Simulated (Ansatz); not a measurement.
Relaxed GaP (zinc blende):

```yaml
crystal:
  lattice:
    - [0.00000, 2.75322, 2.75322]
    - [2.75322, 0.00000, 2.75322]
    - [2.75322, 2.75322, 0.00000]
  atoms:
    - { symbol: P, position: [0.75000, 0.75000, 0.75000] }
    - { symbol: Ga, position: [0.00000, 0.00000, 0.00000] }
```

In each cell atom 2 (Ga, nearest neighbour P at 2.384 Å; its periodic images, 3.9 Å or more away, move with it) moves by s·(1.000, 0.000, 0.000) (along Cartesian x), the rest being held.

The numbers are results of PBE (plane waves to 420 eV, PAW, scalar-relativistic; Ansatz, a first-principles code), not measurements. k mesh 8×8×8 (Γ-centred), Fermi-Dirac smearing 0.05 eV. The energy includes the smearing's −TS. As the smearing reaches across the gap at some points, energies and forces of such displacements shift with the k mesh and the smearing. GaP was relaxed with its symmetry unable to fall. The PAW data are Ansatz's earlier set. The zero of ΔE is the undisplaced structure. The last digit holds for this mesh only.

| s (Å) | ΔE (meV/cell) |
|---|---|
| -0.480 | 977.4 |
| -0.384 | withheld |
| -0.288 | 375.2 |
| -0.192 | 170.1 |
| -0.096 | 43.0 |
| 0.000 | 0.0 |
| 0.096 | 43.0 |
| 0.192 | 170.1 |
| 0.288 | 375.2 |
| 0.384 | withheld |
| 0.480 | 977.4 |

### Question
Fit an even polynomial form (powers 2, 4) to the given rows and predict ΔE at s = -0.384.

### Answer
Least squares on the 9 given rows: ΔE = (4683)·s² + (-1912)·s⁴, in meV/cell with s in Å; root-mean-square residual 0.06 meV/cell. At -0.384 the fit gives 649.0 meV/cell; the calculation gives 648.8 meV/cell, so the interpolation is off by 0.2 (+0.0 %). The quadratic term alone would give 690.5 meV/cell.

(For displaced atoms, the force is minus the slope of the energy, and its curvature is a force constant, which sets phonon frequencies.)
